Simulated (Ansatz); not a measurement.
**Data sheet: NbC2 (DFT)**

NbC2:
```cif
data_C4Nb2
_chemical_formula_sum 'Nb2 C4'
_space_group_name_H-M_alt 'I4/mmm'
_space_group_IT_number 139
_space_group_name_Hall '-I 4 2'
_cell_length_a 3.15698
_cell_length_b 3.15698
_cell_length_c 5.86070
_cell_angle_alpha 90.000
_cell_angle_beta 90.000
_cell_angle_gamma 90.000
loop_
_atom_site_label
_atom_site_type_symbol
_atom_site_symmetry_multiplicity
_atom_site_Wyckoff_symbol
_atom_site_fract_x
_atom_site_fract_y
_atom_site_fract_z
_atom_site_occupancy
Nb1 Nb 2 a 0.00000 0.00000 0.00000 1
C1 C 4 e 0.00000 0.00000 0.38336 1
```
(The calculation used a cell of 3 atoms; values per cell refer to that cell.)

Space group I4/mmm (No. 139), MoSi2 or CaC2 type; conventional cell a = b = 3.1570 Å, c = 5.8607 Å, α = β = γ = 90.00°.

Method: plane-wave PAW PBEsol (Ansatz code). Geometry: relaxed at this level of theory. Other levels are named where they apply.

**Cell and energy**

* **Volume per atom**: 9.74 Å³
* **Density**: 6.65 g/cm³
* **Formation energy from the elements (no fitted shifts)**: 0.41 eV/atom

**Electronic structure**

Electronic character: metallic (no gap)
Density of states at the Fermi level: 0.40 states/eV per atom (mean over ±0.08 eV)
Gap with spin–orbit coupling: none (metallic)

**Mechanics**

- Bulk modulus (Birch–Murnaghan fit): 247 GPa
- Pressure derivative B′: 4.9

**Phonons**

- Highest zone-centre frequency = 1393 cm⁻¹
- Zone-centre stability = no imaginary mode at Γ

The start of the workflow was typed in or built on a structure type; neither database checked (COD, Materials Project) lists it. Its standing as an ambient phase is unchecked. The PBEsol relaxation kept the symmetry of its start. No spin polarisation was allowed. The volume moved by -30 % from the start of the relaxation. Its formation energy is positive at this level, so the cell may be metastable or incomplete. As this level gives no gap, phonon frequencies hold no LO–TO term and depend on the k-mesh and smearing (Fermi–Dirac, 0.1 eV here). The references are the lowest solids computed at this level, not always the standard phases. Spin–orbit coupling is left out wherever it is not named.

Potentials: the later of the program's two PAW sets.
